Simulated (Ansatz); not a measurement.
CsCaH$_{3}$ (cubic perovskite, space group No. 221), DFT-LDA in the program Ansatz with PAW potentials. The conduction-band minimum lies at M, with 3 equivalent valleys. Second derivatives d²E/dk² of the lowest band at one valley (eV·Å²), along Cartesian directions:

```
direction  d²E/dk²
---------  -------
[100]        17.69
[010]        18.80
[001]        18.80
[110]        18.24
[101]        18.24
[011]        18.80
```

Question: Find the principal effective masses, the density-of-states mass and the conductivity mass.

Answer: Off-diagonal terms follow from H_xy = H[110] − (H_xx + H_yy)/2, and m*/mₑ = 7.620 eV·Å² over each eigenvalue: 0.41, 0.41, 0.43. One valley's DOS mass (m₁m₂m₃)^(1/3) = 0.41, conductivity mass 3/(Σ 1/mᵢ) = 0.41 mₑ.

Question: What effective density of states Nc follows at 300 K for parabolic valleys?

Answer: Nc = 2.509e19 × 3 × (0.41)^(3/2) ≈ 2.0e19 cm⁻³.

Question: With the computed static dielectric constant 9.78 (mean of the diagonal), estimate a hydrogenic donor's binding energy and radius.

Answer: E = 13.606 eV × 0.41/9.78² ≈ 58 meV; a = 0.529 Å × ε/m* ≈ 13 Å. Semilocal masses tend to be too small where the gap is.

Space group Pm-3m (cubic perovskite). The first step of the workflow began from a Materials Project structure, measured or hypothetical; the Crystallography Open Database copy checked does not list it. Whether it is the stable phase at ambient conditions was not checked. Symmetry was held in the LDA relaxation; phonons on a q-mesh show no instability. Spin–orbit coupling is left out wherever it is not named.

Potentials: the later of the program's two PAW sets.
